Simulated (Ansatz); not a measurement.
AlNi (CsCl type, Pm-3m) under volume change, DFT-PBEsol in the program Ansatz with PAW potentials, scaled uniformly.

```json
[
 {"V (Å³/atom)": "10.668", "E − E(relaxed) (meV/atom)": "?", "P (GPa)": "?"},
 {"V (Å³/atom)": "11.020", "E − E(relaxed) (meV/atom)": "25.3", "P (GPa)": "12.20"},
 {"V (Å³/atom)": "11.372", "E − E(relaxed) (meV/atom)": "6.0", "P (GPa)": "5.60"},
 {"V (Å³/atom)": "11.723", "E − E(relaxed) (meV/atom)": "0.0", "P (GPa)": "-0.02"},
 {"V (Å³/atom)": "12.075", "E − E(relaxed) (meV/atom)": "5.5", "P (GPa)": "-4.82"},
 {"V (Å³/atom)": "12.427", "E − E(relaxed) (meV/atom)": "?", "P (GPa)": "?"},
 {"V (Å³/atom)": "12.778", "E − E(relaxed) (meV/atom)": "44.1", "P (GPa)": "-12.38"}
]
```

Problem. What belongs in the gaps?

Solution. 
- 12.427, E − E(relaxed) (meV/atom): 20.6
- 12.427, P (GPa): -8.90
- 10.668, E − E(relaxed) (meV/atom): 60.4
- 10.668, P (GPa): 19.96

Problem. What does a third-order Birch–Murnaghan fit give for V₀, B₀ and B′?

Solution. V₀ = 11.72 Å³/atom, B₀ = 173 GPa, B′ = 4.3.

The cell was relaxed with PBEsol under the symmetry of its start. The workflow began spin-polarised and lost its moments.

Potentials: the earlier of the program's two PAW sets. The files were generated under PBE; for other functionals the program regenerates the frozen cores, and for LDA and PBEsol the local potential too.
